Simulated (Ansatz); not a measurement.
SnO₂:
```
SnO2
1.0
    3.54943     0.00000     0.00000
    0.00000     3.54943     0.00000
    0.00000     0.00000     5.42846
Sn O
2 4
Direct
  0.00000   0.00000   0.00000
  0.50000   0.50000   0.50000
  0.00000   0.50000   0.17716
  0.00000   0.50000   0.67716
  0.50000   0.00000   0.32284
  0.50000   0.00000   0.82284
```

Relaxed with r²SCAN. Special points in fractions of this cell's reciprocal vectors: Γ (0.000, 0.000, 0.000); X (0.000, 0.500, 0.000); M (0.500, 0.500, 0.000); Z (0.000, 0.000, 0.500); R (0.000, 0.500, 0.500); A (0.500, 0.500, 0.500).

Problem. List the band energies nearest the valence-band maximum at these points for plane-wave PAW r²SCAN with spin–orbit coupling (Ansatz code).

Solution. In eV from the valence-band maximum; about four levels below and three above (degenerate sets whole), none deeper than 8.9 eV; points with the same levels are listed once.

```
k                    below                above
-  -----------------------  -------------------
Γ  -0.13 -0.13 -0.13 -0.13  1.71 1.71 4.89 4.89
X  -0.48 -0.48 -0.48 -0.48  5.31 5.31 5.31 5.31
M      0.00 0.00 0.00 0.00  6.58 6.58 6.58 6.58
Z  -0.08 -0.08 -0.08 -0.08  4.24 4.24 4.24 4.24
R  -1.24 -1.24 -1.24 -1.24  5.58 5.58 5.58 5.58
A  -0.40 -0.40 -0.40 -0.40  6.95 6.95 6.95 6.95
```

Space group P4_2/nmc. The cell is a constructed one: a structure type filled with these elements; neither database checked (COD, Materials Project) lists it. It is not the phase usual at ambient conditions (space group No. 136). The r²SCAN relaxation kept the symmetry of its start. At this level the phase is mechanically unstable.

Potentials: the later of the program's two PAW sets.
